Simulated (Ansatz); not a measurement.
Y:
```
Y
1.0
    3.54334     0.00000     0.00000
   -1.77167     3.06863     0.00000
    0.00000     0.00000     5.50466
Y
2
Cartesian
  0.00000   2.04575   4.12850
  1.77167   1.02288   1.37617
```

Relaxed with LDA. Special points in fractions of this cell's reciprocal vectors: Γ (0.000, 0.000, 0.000); M (0.500, 0.000, 0.000); K (0.333, 0.333, 0.000); A (0.000, 0.000, 0.500); L (0.500, 0.000, 0.500); H (0.333, 0.333, 0.500).

### Question
List the band energies nearest the Fermi level at these points for plane-wave PAW LDA (Ansatz code).

### Answer
In eV from the Fermi level; about four levels below and three above (degenerate sets whole), none deeper than 8.9 eV; points with the same levels are listed once.

```json
[
 {"k": "Γ", "below": "-4.78 -2.00", "above": "1.33 1.76 1.76"},
 {"k": "M", "below": "-1.71 -1.38 -0.95", "above": "0.08 1.42 1.58"},
 {"k": "K", "below": "-0.91 -0.65 -0.65 -0.42", "above": "1.15 1.15 2.53"},
 {"k": "A", "below": "-3.21 -3.21", "above": "1.02 1.02 1.65 1.65 1.65 1.65"},
 {"k": "L", "below": "-1.80 -1.80", "above": "0.05 0.05 1.68 1.68"},
 {"k": "H", "below": "-0.46 -0.46 -0.41 -0.41", "above": "0.56 0.56 2.90 2.90"}
]
```

Space group P6_3/mmc (hcp (Mg type)). The cell was relaxed with LDA under the symmetry of its start. No spin polarisation was allowed. Scalar-relativistic: spin–orbit coupling is off unless named, which matters more the heavier the elements.

Potentials: the earlier of the program's two PAW sets.
